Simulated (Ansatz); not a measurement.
Polymorphs of TiO$_{2}$, each relaxed with plane-wave PAW LDA (Ansatz code):

A: rutile (P4_2/mnm)
a = 4.548 Å, b = 4.548 Å, c = 2.917 Å, α = 90.00°, β = 90.00°, γ = 90.00°

| atom | site | symmetry | x | y | z |
|---|---|---|---|---|---|
| Ti | 2b | m.mm | 0.0000 | 0.0000 | 0.5000 |
| O | 4g | m.2m | 0.3040 | 0.3040 | 0.5000 |

B: anatase (I4_1/amd)
a = 3.7394 Å, b = 3.7394 Å, c = 9.4548 Å, α = 90.00°, β = 90.00°, γ = 90.00°

| atom | site | symmetry | x | y | z |
|---|---|---|---|---|---|
| Ti | 4a | -4m2 | 0.0000 | 0.0000 | 0.0000 |
| O | 8e | 2mm. | 0.0000 | 0.0000 | 0.2080 |

Problem. Put the candidates in order of energy per atom at 0 K, lowest first, for LDA.

Solution. B (+0 meV/atom), A (+12 meV/atom)

Problem. Give each one's gap.

Solution. A 1.86 eV; B 2.08 eV.

All cells were relaxed under the symmetry of their starts (and spin orders); stability against distortions was not tested throughout. Rows with no word on spin ran without spin polarisation.

Energies hold the estimated change up to a 700 eV cutoff; steps of a few meV lie near the error of the meshes.

Potentials: the later of the program's two PAW sets.
